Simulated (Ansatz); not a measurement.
## Structures of RbTi: which is lowest?

Plane-wave DFT in Ansatz with scalar-relativistic PAW potentials, cutoff 420 eV, Γ-centred meshes chosen by cell and gap, Gaussian smearing with energies taken to zero width. Every cell was relaxed (cell and atoms) in a run of its own, within the symmetry of its start. Functional: PBE.

Relaxed structures (starts from databases or built by putting these elements on another compound's sites):
A. P-6m2, 2 atoms in the computed cell, a = 3.233 Å, c = 6.669 Å; sites (symmetry × multiplicity) Rb -6m2 × 1, Ti -6m2 × 1; start: built
B. Pmma, 4 atoms in the computed cell, a = 4.634 Å, b = 3.269 Å, c = 11.128 Å; sites (symmetry × multiplicity) Rb mm2 × 2, Ti mm2 × 2; start: built

Rank them by energy. Could pressure change the order?

| structure | group | E − E(lowest) (meV/atom) | V (Å³/atom) | gap on mesh (eV) |
| --- | --- | --- | --- | --- |
| B | Pmma | 0.0 | 42.14 | 0.00 |
| A | P-6m2 | 396 | 30.19 | 0.00 |

B is lowest, 396 meV/atom under A. A is denser by 11.96 Å³/atom, so pressure favours it: ΔE/ΔV, with ΔE in eV and 1 eV/Å³ = 160.2 GPa, gives about 5 GPa for equal enthalpy if both cells were rigid, a rough figure since the two compress differently. Other structures may lie lower than all of these, and vibrations aren't counted.